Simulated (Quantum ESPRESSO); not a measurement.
## Al2SiZnN4 (input and log of a self-consistent run)

Simulated, not a measurement. The program is pw.x of Quantum ESPRESSO 7.5 (plane-wave density functional theory). The cell is made up: 8 atoms on a wurtzite lattice, with randomly drawn elements, strain and displacements, not relaxed. PseudoDojo standard norm-conserving files (v0.5 for PBE, v0.4.1 for LDA and PBEsol) set the functional; there is no spin polarisation, spin-orbit coupling or dispersion term, and the masses in the input are unused placeholders.

Input:

```
&control calculation='scf', pseudo_dir='./dojo.nc.sr.pbe.v0_5.standard.upf', outdir='./o', disk_io='low', tprnfor=.true., tstress=.true. /
&system ibrav=0, nat=8, ntyp=4, nbnd=35, ecutwfc=84.00895049, nosym=.true., tot_charge=0,
 occupations='smearing', smearing='fd', degauss=0.0073498644
/
&electrons conv_thr=7.350e-09, electron_maxstep=60, /
ATOMIC_SPECIES
Al 1.0 Al.upf
N 1.0 N.upf
Si 1.0 Si.upf
Zn 1.0 Zn.upf
CELL_PARAMETERS angstrom
3.1606 0.0 0.0
0.0 5.4743 0.0
0.0 0.0 5.2266
ATOMIC_POSITIONS angstrom
Al -0.1102 0.0288 -0.0523
Si 1.6286 2.7518 -0.0216
Zn 1.5932 0.8999 2.6414
Al 0.0742 3.6715 2.5073
N 0.0934 0.002 1.8387
N 1.5944 2.6416 1.969
N 1.6285 0.9982 4.6123
N 0.0461 3.6576 4.5684
K_POINTS automatic
8 6 6 1 1 1
```

The log is shortened where brackets say so; the opening notice, blank lines, dates and the lines on written files are dropped, and the path of the files is cut. It prints rydbergs, bohrs and kilobars, and counts compression as positive stress.

```
     Program PWSCF v.7.5
     Parallel version (MPI & OpenMP), running on       4 processor cores
     Number of MPI processes:                 4
     Threads/MPI process:                     1
     [start-up lines left out]
     bravais-lattice index     =            0
     lattice parameter (alat)  =       5.9727  a.u.
     unit-cell volume          =     610.2587 (a.u.)^3
     number of atoms/cell      =            8
     number of atomic types    =            4
     number of electrons       =        50.00
     number of Kohn-Sham states=           35
     kinetic-energy cutoff     =      84.0090  Ry
     charge density cutoff     =     336.0358  Ry
     scf convergence threshold =      7.3E-09
     mixing beta               =       0.7000
     number of iterations used =            8  plain     mixing
     Exchange-correlation= PBE
                           (   1   4   3   4   0   0   0)
     [axes and pseudopotential details left out]
   Cartesian axes
     site n.     atom                  positions (alat units)
         1        Al     tau(   1) = (  -0.0348668   0.0091122  -0.0165475  )
         2        Si     tau(   2) = (   0.5152819   0.8706575  -0.0068341  )
         3        Zn     tau(   3) = (   0.5040815   0.2847244   0.8357274  )
         4        Al     tau(   4) = (   0.0234766   1.1616465   0.7932987  )
         5        N      tau(   5) = (   0.0295514   0.0006328   0.5817566  )
         6        N      tau(   6) = (   0.5044612   0.8357907   0.6229830  )
         7        N      tau(   7) = (   0.5152503   0.3158261   1.4593115  )
         8        N      tau(   8) = (   0.0145858   1.1572486   1.4454218  )
     number of k points=   144  Fermi-Dirac smearing, width (Ry)=  0.0073
     Number of k-points >= 100: set verbosity='high' to print them.
     Dense  grid:    63515 G-vectors     FFT dimensions: (  36,  64,  60)
     Estimated max dynamical RAM per process >     234.22 MB
     Estimated total dynamical RAM >     890.37 MB
     Initial potential from superposition of free atoms
     starting charge      49.9943, renormalised to      50.0000
     Starting wfcs are   38 randomized atomic wfcs
     total cpu time spent up to now is        3.6 secs
     per-process dynamical memory:   205.7 Mb
     Self-consistent Calculation
     iteration #  1     ecut=    84.01 Ry     beta= 0.70
     Davidson diagonalization with overlap
     ethr =  1.00E-02,  avg # of iterations =  3.4
     total cpu time spent up to now is       11.6 secs
     total energy              =    -518.20973962 Ry
     estimated scf accuracy    <       2.30064708 Ry
     iteration #  2     ecut=    84.01 Ry     beta= 0.70
     Davidson diagonalization with overlap
     ethr =  4.60E-03,  avg # of iterations =  2.8
     total cpu time spent up to now is       18.9 secs
     total energy              =    -518.52688344 Ry
     estimated scf accuracy    <       3.34401921 Ry
     iteration #  3     ecut=    84.01 Ry     beta= 0.70
     Davidson diagonalization with overlap
     ethr =  4.60E-03,  avg # of iterations =  2.0
     total cpu time spent up to now is       25.2 secs
     total energy              =    -519.21447055 Ry
     estimated scf accuracy    <       0.35065027 Ry
     iteration #  4     ecut=    84.01 Ry     beta= 0.70
     Davidson diagonalization with overlap
     ethr =  7.01E-04,  avg # of iterations =  2.0
     total cpu time spent up to now is       30.9 secs
     total energy              =    -519.24800429 Ry
     estimated scf accuracy    <       0.03327062 Ry
     iteration #  5     ecut=    84.01 Ry     beta= 0.70
     Davidson diagonalization with overlap
     ethr =  6.65E-05,  avg # of iterations =  7.8
     total cpu time spent up to now is       39.2 secs
     total energy              =    -519.25190940 Ry
     estimated scf accuracy    <       0.00556089 Ry
     [iterations 6 to 7 left out]
     iteration #  8     ecut=    84.01 Ry     beta= 0.70
     Davidson diagonalization with overlap
     ethr =  3.72E-07,  avg # of iterations =  2.2
     total cpu time spent up to now is       59.1 secs
     total energy              =    -519.25380235 Ry
     estimated scf accuracy    <       0.00001208 Ry
     iteration #  9     ecut=    84.01 Ry     beta= 0.70
     Davidson diagonalization with overlap
     ethr =  2.42E-08,  avg # of iterations =  2.2
     total cpu time spent up to now is       65.5 secs
     total energy              =    -519.25380560 Ry
     estimated scf accuracy    <       0.00000324 Ry
     iteration # 10     ecut=    84.01 Ry     beta= 0.70
     Davidson diagonalization with overlap
     ethr =  6.48E-09,  avg # of iterations =  2.0
     total cpu time spent up to now is       71.5 secs
     total energy              =    -519.25380598 Ry
     estimated scf accuracy    <       0.00000075 Ry
     iteration # 11     ecut=    84.01 Ry     beta= 0.70
     Davidson diagonalization with overlap
     ethr =  1.49E-09,  avg # of iterations =  2.0
     total cpu time spent up to now is       77.2 secs
     total energy              =    -519.25380611 Ry
     estimated scf accuracy    <       0.00000003 Ry
     iteration # 12     ecut=    84.01 Ry     beta= 0.70
     Davidson diagonalization with overlap
     ethr =  5.55E-11,  avg # of iterations =  3.6
     total cpu time spent up to now is       84.0 secs
     End of self-consistent calculation
     [lines on levels left out]
!    total energy              =    -519.25380612 Ry
     estimated scf accuracy    <          4.1E-09 Ry
     smearing contrib. (-TS)   =      -0.00020882 Ry
     internal energy E=F+TS    =    -519.25359730 Ry
     The total energy is F=E-TS. E is the sum of the following terms:
     one-electron contribution =    -429.47989715 Ry
     hartree contribution      =     238.18940303 Ry
     xc contribution           =     -77.11359897 Ry
     ewald contribution        =    -250.84950422 Ry
     convergence has been achieved in  12 iterations
     Forces acting on atoms (cartesian axes, Ry/au):
     atom    1 type  1   force =     0.08500920    0.02703990    0.07681636
     atom    2 type  3   force =    -0.00684850   -0.06808818    0.06006599
     atom    3 type  4   force =     0.02492640   -0.05951995   -0.01985150
     atom    4 type  1   force =    -0.02144436    0.02235874   -0.03613400
     atom    5 type  2   force =    -0.03965053   -0.09411117   -0.00465778
     atom    6 type  2   force =     0.02654360    0.14614228   -0.11735761
     atom    7 type  2   force =    -0.06080364    0.07598232    0.03818734
     atom    8 type  2   force =    -0.00773215   -0.04980395    0.00293121
     Total force =     0.297886     Total SCF correction =     0.000220
     Computing stress (Cartesian axis) and pressure
          total   stress  (Ry/bohr**3)                   (kbar)     P=      -89.60
  -0.00053147  -0.00011474   0.00014158          -78.18      -16.88       20.83
  -0.00011474  -0.00041084  -0.00001590          -16.88      -60.44       -2.34
   0.00014158  -0.00001590  -0.00088500           20.83       -2.34     -130.19
     init_run     :      3.35s CPU      3.46s WALL (       1 calls)
     electrons    :     80.17s CPU     80.43s WALL (       1 calls)
     forces       :      0.97s CPU      0.98s WALL (       1 calls)
     stress       :      3.47s CPU      3.47s WALL (       1 calls)
     [timing details left out]
     PWSCF        :   1m28.13s CPU   1m28.53s WALL
     JOB DONE.
```

In other units: free energy -7064.808 eV for the cell, pressure -8.96 GPa, largest force component 3.757 eV/Å. A rerun of the same cell at another strain at 1437 eV and a 10 x 8 x 8 mesh moved values by no more than 0.002 eV in energy, 0.02 GPa in stress and 0.003 eV/Å in force.